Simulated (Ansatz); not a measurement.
## CoO: a prediction, then the measurements

The calculation used Ansatz 0.2.0, DFT PBE+U, scalar-relativistic, plane waves, PAW.

Plane waves to 420 eV, a k mesh through Γ of 16×16×16 on the computed 2-atom cell and Gaussian smearing (0.10 eV); U_eff Co 3.32 eV on the d shells (Löwdin-orthogonalised atomic orbitals); collinear spin from starting moments 2.79 0.28 μB.

Relaxed structure, symmetry kept:

```
Co O
1.0
     0.00000    2.13550    2.13550
     2.13550    0.00000    2.13550
     2.13550    2.13550    0.00000
Co O
1 1
Direct
  0.00000 0.00000 0.00000
  0.50000 0.50000 0.50000
```

| Quantity | Value |
| --- | --- |
| Space group | Fm-3m (No. 225) |
| Volume per atom | 9.74 Å³ |
| Kohn–Sham band gap | 1.28 eV, indirect from L to Γ |
| Löwdin character of the top 1 eV of the valence band | O 2p 62 %, Co 3d 36 % |
| Löwdin character of the lowest 1 eV of the conduction band | Co 3d 94 % |
| Electron masses at the edge by Cartesian direction of the standard setting (m_e; degenerate bands sorted by energy; no spin-orbit coupling) | x: 2.1; y: 2.1; z: 2.1 |
| Hole masses at the edge by Cartesian direction of the standard setting (m_e; degenerate bands sorted by energy; no spin-orbit coupling) | x: 4.7; y: 0.56; z: 0.56 |
| Bader charges (e) | Co (1 in the cell) 1.30, O (1 in the cell) -1.30 |
| Total moment | 3.00 μB per cell |
| Site moments (μB; atoms counted from 1 over the whole cell) | Co (atom 1) 2.60, O (atom 2) 0.23 |

The state reached may not be the lowest one.

Only this magnetic start was tried.

**Experimental background.**

“Disentangling orbital and spin exchange interactions for Co^2+ on a rocksalt lattice”, 2018, arxiv:1807.05012 reports, for a powder of CoO at 300 K: lattice constant a 4.2594 ± 0.0004 Å.

Measured lattice constant a of CoO: 4.2594 Å (300 K; powder; the paper above). This calculation gives 4.271 Å (+0.3 %). 2 values of this kind are on record (4.2594 to 4.261 Å); this one was drawn at random, those with a stated uncertainty first. The calculation is for 0 K without zero-point motion. The calculated magnetic order may not be the real one, and cell, gap and energy hang on it, so these differences aren't the functional's alone.

1 further run of this set didn't finish or converge.